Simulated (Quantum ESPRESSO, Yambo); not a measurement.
## Levels of theory for the gap of SiO2

SiO₂ (space group Ama2, No. 40): one geometry, one set of norm-conserving PBEsol (Quantum ESPRESSO, 84 Ry, without SOC) orbitals, self-energies from Yambo (1×2×2 Γ-centred k mesh, 261 bands and a 7 Ry block in the screening, 261 bands in G with the Bruneval-Gonze terminator, plasmon pole fitted at 27.2 eV).

The geometry is that of Materials Project entry mp-554573, symmetrised and not relaxed again.

```
level                                                        gap Γ → Γ (eV)                   rough Yambo cost
-----------------------------------------------------------  --------------  ---------------------------------
PBEsol (Quantum ESPRESSO)                                              5.81                                  –
exchange only (Hartree-Fock self-energy on PBEsol orbitals)           15.82              about 1/20 (6 states)
static COHSEX@PBEsol                                                   9.94  within a factor of two (2 states)
G0W0@PBEsol, plasmon pole                                              8.70                       1 (6 states)
```

Bare exchange has no screening and gives the widest gap; static COHSEX screens it but leaves out the frequency dependence, which G0W0 restores.

Costs are rough ratios of core time on shared machines.

Nearest settings tried, and what they do to the gap: 169 bands in G: -6 meV; 169 bands in W, 169 bands in G: +21 meV; 6 Ry block (317 vectors against 385): -42 meV. Not varied: mesh. So the settings aren't converged at that level. The k mesh is coarse.

This is not the ordinary phase of the substance; no match was found in the copy of COD used, and its stability was not checked.
